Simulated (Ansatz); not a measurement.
BeS (zinc blende, F-43m), plane-wave PAW LDA (Ansatz code). The conduction-band minimum lies at X, with 3 equivalent valleys. Second derivatives d²E/dk² of the lowest band at one valley (eV·Å²), along Cartesian directions:

| direction | d²E/dk² |
|---|---|
| [100] | 9.552 |
| [010] | 27.60 |
| [001] | 27.60 |
| [110] | 18.58 |
| [101] | 18.58 |
| [011] | 27.57 |

**Question.** Find the principal effective masses, the density-of-states mass and the conductivity mass.

**Answer.** Off-diagonal terms follow from H_xy = H[110] − (H_xx + H_yy)/2, and m*/mₑ = 7.620 eV·Å² over each eigenvalue: 0.28, 0.28, 0.80. One valley's DOS mass (m₁m₂m₃)^(1/3) = 0.39, conductivity mass 3/(Σ 1/mᵢ) = 0.35 mₑ.

**Question.** What effective density of states Nc follows at 300 K for parabolic valleys?

**Answer.** Nc = 2.509e19 × 3 × (0.39)^(3/2) ≈ 1.8e19 cm⁻³.

**Question.** With the computed static dielectric constant 7.14 (mean of the diagonal), estimate a hydrogenic donor's binding energy and radius.

**Answer.** E = 13.606 eV × 0.35/7.14² ≈ 93 meV; a = 0.529 Å × ε/m* ≈ 11 Å. Semilocal masses tend to be too small where the gap is.

**Question.** With ε∞ = 5.43 and ω_LO = 680 cm⁻¹, what Fröhlich coupling constant follows?

**Answer.** α = (1/ε∞ − 1/ε0) √(m* × 13.606 eV/ħω_LO) = 0.33.

The LDA relaxation kept the symmetry of its start; phonons on a q-mesh show no instability.

Potentials: the later of the program's two PAW sets.
